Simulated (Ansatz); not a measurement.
The relaxed structure here is a generated cell of TaAs: the first start was made by placing the elements on the sites of a structure type, and the end was not matched to a known phase here, so it may be hypothetical. Known forms of TaAs include space group No. 109.

A relaxed structure of TaAs. Space group P6₃mc (No. 186). Method: r2SCAN (plane waves to 500 eV, PAW, scalar-relativistic; Ansatz, an electronic-structure program).

```cif
data_As4Ta4
_chemical_formula_sum 'Ta4 As4'
_space_group_name_H-M_alt 'P63mc'
_space_group_IT_number 186
_space_group_name_Hall 'P 6c -2c'
_cell_length_a 3.38326
_cell_length_b 3.38326
_cell_length_c 16.61612
_cell_angle_alpha 90.000
_cell_angle_beta 90.000
_cell_angle_gamma 120.000
loop_
_atom_site_label
_atom_site_type_symbol
_atom_site_symmetry_multiplicity
_atom_site_Wyckoff_symbol
_atom_site_fract_x
_atom_site_fract_y
_atom_site_fract_z
_atom_site_occupancy
Ta1 Ta 2 a 0.00000 0.00000 0.01743 1
Ta2 Ta 2 b 0.33333 0.66667 0.26813 1
As1 As 2 a 0.00000 0.00000 0.16944 1
As2 As 2 b 0.33333 0.66667 0.41937 1
```

| Quantity | Result |
|---|---|
| Volume per atom | 20.59 Å³ |
| Band gap | no gap (metallic) |
| Shortest distances | As–Ta 2.51 Å; Ta–Ta 3.38 Å; As–As 3.38 Å |
| k-mesh | 16×16×3 |

Band energies at high-symmetry points (eV from the Fermi level; labels of this space group; no spin-orbit coupling), from −5 eV up to 3.6 eV:

| point | energies |
|---|---|
| Γ | -4.63 -1.18 -1.18 -0.99 -0.99 -0.96 -0.96 -0.80 -0.76 -0.76 -0.58 -0.54 -0.46 1.18 1.18 1.32 1.32 1.46 1.46 1.81 1.81 |
| M | -3.64 -3.58 -3.46 -3.35 -1.89 -1.40 -1.38 -1.34 -1.34 -0.89 -0.83 -0.56 0.56 0.80 1.07 1.44 2.60 3.62 3.64 |
| K | -4.48 -4.48 -4.31 -4.27 -4.27 -4.27 -4.05 -4.05 -2.82 -2.67 -2.67 -2.56 -0.51 -0.51 -0.26 -0.26 0.13 0.13 0.16 0.77 2.55 2.55 3.09 3.11 3.14 3.14 |
| A | -4.93 -4.93 -1.12 -1.12 -1.12 -1.12 -0.82 -0.82 -0.82 -0.82 -0.72 -0.72 -0.47 -0.47 1.22 1.22 1.22 1.22 1.65 1.65 1.65 1.65 |
| L | -3.59 -3.59 -3.42 -3.42 -1.76 -1.76 -1.33 -1.33 -0.90 -0.90 -0.85 -0.85 0.66 0.66 1.29 1.29 3.09 3.09 |
| H | -4.49 -4.49 -4.29 -4.29 -4.25 -4.25 -4.07 -4.07 -2.69 -2.69 -2.67 -2.67 -0.51 -0.51 -0.18 -0.18 0.03 0.03 0.46 0.46 2.70 2.70 3.10 3.10 3.15 3.15 |

No spin polarisation in the result.

The run could not lose the symmetry of its start: the end is stationary, and may be a saddle point rather than a minimum.
